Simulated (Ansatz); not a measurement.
Here is the system:

PtS2:
```cif
data_Pt4S8
_chemical_formula_sum 'Pt4 S8'
_space_group_name_H-M_alt 'Pca21'
_space_group_IT_number 29
_space_group_name_Hall 'P 2c -2ac'
_cell_length_a 5.86217
_cell_length_b 5.86419
_cell_length_c 5.86900
_cell_angle_alpha 90.000
_cell_angle_beta 90.000
_cell_angle_gamma 90.000
loop_
_space_group_symop_operation_xyz
  'x, y, z'
  '-x, -y, z+1/2'
  '-x+1/2, y, z+1/2'
  'x+1/2, -y, z'
loop_
_atom_site_label
_atom_site_type_symbol
_atom_site_symmetry_multiplicity
_atom_site_Wyckoff_symbol
_atom_site_fract_x
_atom_site_fract_y
_atom_site_fract_z
_atom_site_occupancy
Pt1 Pt 4 a 0.99958 0.24394 0.21226 1
S1 S 4 a 0.36624 0.11438 0.34456 1
S2 S 4 a 0.15326 0.59985 0.05618 1
```

This is the r²SCAN-relaxed structure.

Task: All from r²SCAN in the plane-wave PAW code Ansatz, unless another level is named. Predict the electronic character.

Result: metallic (no gap).

Task: Next, the formation energy from the elements (no fitted shifts)?

Result: -153 meV/atom.

Task: What about the density of states at the Fermi level?

Result: 0.51 states/eV per atom (mean over ±0.08 eV).

Space group Pca2_1. The start of the workflow was typed in or built on a structure type; neither database checked (COD, Materials Project) lists it. COD files the formula under space group No. 164. Whether it is the stable phase at ambient conditions was not checked. Symmetry was held in the r²SCAN relaxation; whether a distortion lowers the energy is not shown. The run is not spin-polarised. The references are the lowest solids computed at this level, not always the standard phases. Spin–orbit coupling is left out wherever it is not named.

Potentials: the earlier of the program's two PAW sets. The files were generated under PBE; for other functionals the program regenerates the frozen cores, and for LDA and PBEsol the local potential too.
